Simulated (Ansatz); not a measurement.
SiO2:
```
CELL_PARAMETERS angstrom
      4.94791     0.00000     0.00000
     -2.47396     4.28502     0.00000
      0.00000     0.00000     5.44078
ATOMIC_POSITIONS crystal
  Si 0.47032 0.00000 0.66667
  Si 0.00000 0.47032 0.33333
  Si 0.52968 0.52968 0.00000
  O  0.41252 0.26699 0.78548
  O  0.73301 0.14554 0.45215
  O  0.85446 0.58748 0.11882
  O  0.26699 0.41252 0.21452
  O  0.14554 0.73301 0.54785
  O  0.58748 0.85446 0.88118
```

x, y and z are the axes in which the lattice vectors are written.

Task: Give the high-frequency dielectric tensor and the Born effective charge tensors of the independent atoms from DFPT, PBEsol in the plane-wave PAW code Ansatz.

Result: 
ε∞:
```
2.49  0.00  0.00
0.00  2.49  0.00
0.00  0.00  2.52
```
Z* of atom 1 (Si), rows: field, columns: displacement, in e:
```
 2.99   0.00   0.00
 0.00   3.67  -0.31
 0.00   0.27   3.45
```
Z* of atom 4 (O), rows: field, columns: displacement, in e:
```
-1.31   0.53   0.35
 0.48  -2.02  -0.74
 0.29  -0.78  -1.72
```

Space group P3_221. The cell was relaxed with PBEsol under the symmetry of its start.

Potentials: the later of the program's two PAW sets.
